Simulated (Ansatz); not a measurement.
A distorted cell of PbO2 (space group Pbcn):

```
PbO2
1.0
    5.04284     0.00000     0.00000
    0.00000     5.82901     0.00000
    0.00000     0.00000     5.41070
Pb O
4 8
Cartesian
  2.52142   0.80728   4.05803
  2.52142   5.02173   1.35268
  0.00000   1.54723   1.35268
  0.00000   4.28179   4.05803
  1.23935   0.35303   2.44349
  3.80348   5.47598   2.96721
  1.09381   2.24743   4.94769
  3.94902   3.58158   0.46301
  3.94902   2.24743   3.16836
  1.09381   3.58158   2.24234
  3.80348   0.35303   0.26186
  1.23935   5.47598   5.14884
```

Calculation: LDA (plane waves to 420 eV, PAW, scalar-relativistic; Ansatz, a first-principles code). k mesh 8×7×7 (Γ-centred), Fermi-Dirac smearing 0.05 eV. Compression counts positive. With partly filled bands, energies and forces of such displacements shift with the k mesh and the smearing. At this level the bands of PbO2 touch or barely overlap. PbO2 was relaxed with its symmetry unable to fall. Spin-orbit coupling is left out, though Pb is heavy. This is one of several known forms of PbO2; the measured ambient cells at hand have space group No. 136.

### Question
Predict the force on every atom, in eV/Å.

### Answer
```tsv
atom	Fx	Fy	Fz
Pb1	0.000	6.038	0.000
Pb2	0.000	-6.038	0.000
Pb3	0.000	5.072	0.000
Pb4	0.000	-5.072	0.000
O5	-0.060	0.490	0.548
O6	0.060	-0.490	-0.548
O7	0.283	0.012	0.482
O8	-0.283	-0.012	-0.482
O9	-0.283	0.012	-0.482
O10	0.283	-0.012	0.482
O11	0.060	0.490	-0.548
O12	-0.060	-0.490	0.548
```

### Question
What is the stress tensor (GPa)?

### Answer
```
   10.4      0.0      9.8
    0.0      7.2      0.0
    9.8      0.0      7.4
```
The pressure, a third of the trace, is 8.4 GPa.

(A displaced cell: forces are minus the slopes of the energy, force constants its curvatures, and phonons follow from these.)
